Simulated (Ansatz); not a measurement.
Y (hcp, Mg type)

```cif
data_Y2
_chemical_formula_sum 'Y2'
_space_group_name_H-M_alt 'P63/mmc'
_space_group_IT_number 194
_space_group_name_Hall '-P 6c 2c'
_cell_length_a 3.68257
_cell_length_b 3.68257
_cell_length_c 5.69848
_cell_angle_alpha 90.000
_cell_angle_beta 90.000
_cell_angle_gamma 120.000
loop_
_atom_site_label
_atom_site_type_symbol
_atom_site_symmetry_multiplicity
_atom_site_Wyckoff_symbol
_atom_site_fract_x
_atom_site_fract_y
_atom_site_fract_z
_atom_site_occupancy
Y1 Y 2 d 0.66667 0.33333 0.25000 1
```

Two coordinates are scanned: the volume, and the ratio of the stretch along z (the conventional c axis) to the stretch across it. Atoms keep their fractional coordinates.

All values below come from r2SCAN (plane waves to 500 eV, PAW, scalar-relativistic; Ansatz, an electronic-structure program). k mesh 15×15×8 (Γ-centred), Fermi-Dirac smearing 0.05 eV. Compression counts positive. With partly filled bands, the response to shear is sensitive to the k mesh, so small differences along c/a are uncertain. Y is run without spin polarisation. Y was relaxed with its symmetry unable to fall. The last digit holds for this mesh only.

Changes of σzz (GPa) from the point V/V₀ = 1.000, (c/a)/(c/a)₀ = 1.000 when one coordinate moves alone (two changes are said to add if the coupling is within 5 % of the smaller one, nearly so within 20 %):

```csv
point,change
"V/V₀ = 1.000, (c/a)/(c/a)₀ = 0.880",4.66
"V/V₀ = 1.000, (c/a)/(c/a)₀ = 0.940",2.37
"V/V₀ = 0.920, (c/a)/(c/a)₀ = 1.000",3.65
"V/V₀ = 0.960, (c/a)/(c/a)₀ = 1.000",1.67
"V/V₀ = 1.040, (c/a)/(c/a)₀ = 1.000",-1.41
"V/V₀ = 1.080, (c/a)/(c/a)₀ = 1.000",-2.60
"V/V₀ = 1.000, (c/a)/(c/a)₀ = 1.060",-2.03
"V/V₀ = 1.000, (c/a)/(c/a)₀ = 1.120",-3.55
```

Problem. Do the two effects add at V/V₀ = 1.080, (c/a)/(c/a)₀ = 0.940? Give the computed change.

Solution. The sum of the single changes is -2.60 + (2.37) = -0.23; the calculation gives -0.47, so the coupling contributes -0.24 (under 20 % of the smaller single change, nearly additive).

Problem. Do the two effects add at V/V₀ = 0.960, (c/a)/(c/a)₀ = 1.120? Give the computed change.

Solution. The sum of the single changes is 1.67 + (-3.55) = -1.88; the calculation gives -2.13, so the coupling contributes -0.25 (under 20 % of the smaller single change, nearly additive).

Problem. Do the two effects add at V/V₀ = 0.920, (c/a)/(c/a)₀ = 1.120? Give the computed change.

Solution. The sum of the single changes is 3.65 + (-3.55) = 0.10; the calculation gives -0.45, so the coupling contributes -0.55 (under 20 % of the smaller single change, nearly additive).

(A scan under strain: stresses follow from slopes of the energy per volume, elastic moduli from its curvatures.)
